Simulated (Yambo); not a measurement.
A G0W0@PBEsol run in Yambo for MgZn₃S₄ (space group Pm, No. 6) (2×4×2 Γ-centred k mesh, bands 17 to 194 and a 6 Ry block in the screening, 194 bands in G with the Bruneval-Gonze terminator, plasmon pole fitted at 27.2 eV) gives these matrix elements, in eV, at the band edges (Γ → Γ):

| state | E0 | <Vxc> | <Σx> | <Σc(E0)> | Z |
|---|---|---|---|---|---|
| valence edge | 0.000 | -15.934 | -19.201 | 2.212 | 0.788 |
| conduction edge | 2.238 | -11.303 | -7.019 | -3.529 | 0.814 |

Problem. Solve the linearised quasiparticle equation for both states, give the gap, and say how exchange and correlation each act on it.

Solution. E = E0 + Z(Σx + Σc − Vxc). Valence: 0.000 + 0.788 × (-19.201 + (2.212) − (-15.934)) = -0.83 eV. Conduction: 2.238 + 0.814 × (-7.019 + (-3.529) − (-11.303)) = 2.85 eV. The gap is 3.68 eV, against 2.24 eV in PBEsol. Replacing Vxc by bare exchange alone would open it by 7.55 eV; correlation takes back 5.74 eV of that, and Z scales what is left. Nearest settings tried, and what they do to the gap: 135 bands in G: +6 meV; 135 bands in W, 135 bands in G: +43 meV; 5 Ry block (207 vectors against 277): -25 meV; 1×2×1 mesh: -284 meV. So the settings aren't converged at that level. 

Geometry of the Materials Project entry, not relaxed at this level; primitive cell a = 6.3123 Å, b = 3.8545 Å, c = 6.6932 Å, α = γ = 90.00°, β = 90.05°.

The structure is a Materials Project entry; no match was found in the copy of COD used, and its stability was not checked.
